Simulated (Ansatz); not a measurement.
**Mg: levels along high-symmetry lines**

```
Mg
1.0
    -1.47650    1.47650    1.47650
     1.47650   -1.47650    1.47650
     1.47650    1.47650   -1.47650
Mg
1
Direct
  0.00000 0.00000 0.00000
```

The geometry is COD entry 1538898, unchecked; take it as a test cell.

Computed with DFT, LDA, all-electron LAPW, scalar-relativistic in Ansatz 0.2.0.

Settings: a Γ-centred 19×19×19 k mesh, Fermi–Dirac smearing of 0.03 eV, basis error target 0.5 meV/atom, no spin polarisation.

Points in fractions of the reciprocal vectors of this cell: Γ (0, 0, 0), H (0.5, -0.5, 0.5), N (0, 0, 0.5), P (0.25, 0.25, 0.25). The path joins them by straight lines in the order Γ–H–N–Γ–P–H–P–N; legs that retrace an earlier one aren't tabulated. Energies are in eV from the Fermi level.

(1) Metal or insulator at this level of theory?

(2) Tabulate bands 3 to 7, counted from the lowest band of the run, along the path.

## Answers

(1) No gap opens: metallic or semimetallic.

(2) 
```csv
k (1/Å),point,band 3,band 4,band 5,band 6,band 7
0.00,Γ,-42.29,-42.29,-9.86,17.19,17.19
0.30,,-42.30,-42.30,-9.50,15.24,15.24
0.61,,-42.32,-42.32,-8.45,12.44,12.44
0.91,,-42.36,-42.36,-6.74,9.49,10.07
1.22,,-42.40,-42.40,-4.46,7.05,8.26
1.52,,-42.43,-42.43,-1.69,5.31,7.00
1.82,,-42.46,-42.46,1.42,4.26,6.25
2.13,H,-42.47,-42.47,3.91,3.91,6.01
2.34,,-42.47,-42.46,2.75,3.44,6.13
2.56,,-42.45,-42.44,1.22,2.46,6.50
2.77,,-42.43,-42.40,-0.07,1.38,7.10
2.99,,-42.41,-42.36,-1.07,0.40,7.95
3.20,,-42.39,-42.32,-1.78,-0.36,9.00
3.42,,-42.38,-42.30,-2.21,-0.84,10.12
3.63,N,-42.37,-42.29,-2.35,-1.00,10.75
3.85,,-42.37,-42.29,-3.84,0.75,10.92
4.06,,-42.36,-42.29,-5.59,3.27,11.42
4.28,,-42.34,-42.29,-7.08,6.08,12.25
4.49,,-42.32,-42.29,-8.27,9.13,13.40
4.71,,-42.30,-42.29,-9.15,12.40,14.81
4.92,,-42.29,-42.29,-9.68,15.63,16.33
5.14,Γ,-42.29,-42.29,-9.86,17.19,17.19
5.40,,-42.29,-42.29,-9.59,15.38,15.38
5.66,,-42.30,-42.30,-8.80,12.06,12.06
5.93,,-42.31,-42.31,-7.50,8.97,8.97
6.19,,-42.33,-42.33,-5.75,6.32,6.32
6.45,,-42.36,-42.36,-3.60,4.14,4.14
6.72,,-42.39,-42.39,-1.18,2.43,2.43
6.98,P,-42.42,-42.42,1.18,1.18,1.18
7.24,,-42.44,-42.36,0.38,0.38,2.56
7.51,,-42.47,-42.32,0.01,0.01,2.92
7.77,,-42.48,-42.32,0.09,0.09,3.23
8.03,,-42.48,-42.36,0.59,0.59,3.84
8.30,,-42.48,-42.41,1.52,1.52,4.72
8.56,,-42.47,-42.45,2.82,2.82,5.61
8.82,H,-42.47,-42.47,3.91,3.91,6.01
10.66,P,-42.42,-42.42,1.18,1.18,1.18
10.82,,-42.42,-42.39,0.23,1.01,2.28
10.97,,-42.41,-42.36,-0.57,0.60,3.53
11.12,,-42.40,-42.34,-1.21,0.11,4.94
11.27,,-42.39,-42.32,-1.71,-0.34,6.50
11.42,,-42.38,-42.30,-2.06,-0.70,8.16
11.58,,-42.37,-42.29,-2.28,-0.93,9.81
11.73,N,-42.37,-42.29,-2.35,-1.00,10.75
```
